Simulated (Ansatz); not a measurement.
**Question.** Name crystals whose computed values (the program Ansatz at the HSE06 level (PAW)) fall in these windows: gap (eV) 5.3 to 7.1; B₀ by P(V) fit (GPa) 94 to 120.

**Answer.** 

```tsv
crystal	gap (eV)	B₀ by P(V) fit (GPa)
LaOF, P4/nmm (La on 2c, O on 2b, F on 2a)	6.41	112
CaO, rock salt	5.31	115
```
Others may fit too.

Standing as an ambient phase not checked: LaOF, P4/nmm (La on 2c, O on 2b, F on 2a). All cells were relaxed under the symmetry of their starts (and spin orders); stability against distortions was not tested throughout. Scalar-relativistic: spin–orbit coupling is off unless named, which matters more the heavier the elements.

Potentials: the later of the program's two PAW sets.
